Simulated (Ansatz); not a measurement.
Cu Kα1 powder pattern (kinematic, no thermal factors).
2θ (°) (relative intensity): 17.35 (100, 2 0 0), 24.63 (20, 2 2 0), 35.11 (23, 4 0 0), 39.42 (25, 4 2 0), 43.36 (4, 4 2 2), 50.50 (9, 4 4 0), 53.80 (11, 6 0 0), 56.97 (9, 6 2 0), 60.03 (2, 6 2 2), 62.99 (2, 4 4 4), 65.88 (8, 6 4 0), 68.71 (6, 6 4 2), 74.21 (1, 8 0 0), 76.90 (5, 8 2 0), 79.56 (3, 6 6 0), 82.20 (2, 6 6 2), 84.83 (2, 8 4 0)

The pattern is computed from a structure relaxed with DFT PBE, scalar-relativistic, plane waves, PAW (Ansatz 0.2.0). Collinear spin, ending at 5.0 μB a primitive cell. Its elements are C, Co, Fe, N.

Q: Give the structure.

A: FeCoC6N6.
Space group Fm-3m (No. 225). a = 10.215 Å, b = 10.215 Å, c = 10.215 Å, α = 90.00°, β = 90.00°, γ = 90.00°
```
atom  site  symmetry       x       y       z
  Fe    4b      m-3m  0.5000  0.0000  0.0000
  Co    4a      m-3m  0.0000  0.0000  0.0000
   C   24e      4m.m  0.1832  0.0000  0.0000
   N   24e      4m.m  0.2974  0.0000  0.0000
```

A pattern alone doesn't exclude other cells with like lines; this is the one computed.

The cell was found from a structure generator's guess, not taken from experiment.
